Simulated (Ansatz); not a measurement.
YZnCuP₂:
```cif
data_CuP2YZn
_chemical_formula_sum 'Y1 Zn1 Cu1 P2'
_space_group_name_H-M_alt 'P3m1'
_space_group_IT_number 156
_space_group_name_Hall 'P 3 -2"'
_cell_length_a 3.95518
_cell_length_b 3.95518
_cell_length_c 6.53554
_cell_angle_alpha 90.000
_cell_angle_beta 90.000
_cell_angle_gamma 120.000
loop_
_atom_site_label
_atom_site_type_symbol
_atom_site_symmetry_multiplicity
_atom_site_Wyckoff_symbol
_atom_site_fract_x
_atom_site_fract_y
_atom_site_fract_z
_atom_site_occupancy
Y1 Y 1 b 0.33333 0.66667 0.98441 1
Zn1 Zn 1 a 0.00000 0.00000 0.37656 1
Cu1 Cu 1 c 0.66667 0.33333 0.63972 1
P1 P 1 c 0.66667 0.33333 0.25659 1
P2 P 1 a 0.00000 0.00000 0.74272 1
```

Relaxed with r²SCAN.

Tabulate the valence density and the electron localisation function along the shortest Zn–P contact (2.39 Å), the program Ansatz at the r²SCAN level (PAW).



| distance from Zn (Å) | density (e/Å³) | ELF |
|---|---|---|
| 0.24 | 24.65 | 0.00 |
| 0.36 | 11.90 | 0.00 |
| 0.48 | 4.85 | 0.02 |
| 0.60 | 2.02 | 0.07 |
| 0.72 | 1.03 | 0.13 |
| 0.84 | 0.65 | 0.18 |
| 0.96 | 0.48 | 0.23 |
| 1.08 | 0.42 | 0.34 |
| 1.20 | 0.44 | 0.54 |
| 1.32 | 0.49 | 0.71 |
| 1.44 | 0.57 | 0.79 |
| 1.56 | 0.66 | 0.80 |
| 1.68 | 0.70 | 0.75 |
| 1.79 | 0.66 | 0.57 |
| 1.91 | 0.51 | 0.25 |
| 2.03 | 0.31 | 0.03 |
| 2.15 | 0.14 | 0.00 |

The density is the valence pseudo-density with augmentation charge, so density and ELF within about 1 Å of a nucleus are not all-electron values.

The workflow started from a Materials Project entry (that database holds measured and hypothetical structures alike); the Crystallography Open Database copy checked does not list it. Whether it is the stable phase at ambient conditions was not checked. The cell was relaxed with r²SCAN under the symmetry of its start; whether a distortion lowers the energy is not shown. The run is not spin-polarised.

Potentials: the later of the program's two PAW sets.
